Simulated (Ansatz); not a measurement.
Data:

LaN:
```yaml
crystal:
  lattice:
    - [3.16607, 0.00000, 0.00000]
    - [0.00000, 3.16607, 0.00000]
    - [0.00000, 0.00000, 3.16607]
  atoms:
    - { symbol: La, position: [0.00000, 0.00000, 0.00000] }
    - { symbol: N, position: [0.50000, 0.50000, 0.50000] }
```

This is the r²SCAN-relaxed structure.

All from plane-wave PAW r²SCAN (Ansatz code), unless another level is named. Give the electronic character.

metallic (no gap).

Next, the density of states at the Fermi level?

0.08 states/eV per atom (mean over ±0.08 eV).

What about the formation energy from the elements (no fitted shifts)?

-0.92 eV/atom.

Next, the gap with spin–orbit coupling?

none (metallic).

Space group Pm-3m (CsCl type). The start of the workflow was typed in or built on a structure type; neither database checked (COD, Materials Project) lists it. COD files the formula under space group No. 225, so this cell is another polymorph or a model. Its standing as an ambient phase is unchecked. The r²SCAN relaxation kept the symmetry of its start. At this level the phase is mechanically unstable. The references are the lowest solids computed at this level, not always the standard phases (solids in place of the gases). Spin–orbit coupling is left out wherever it is not named.

Potentials: the later of the program's two PAW sets.
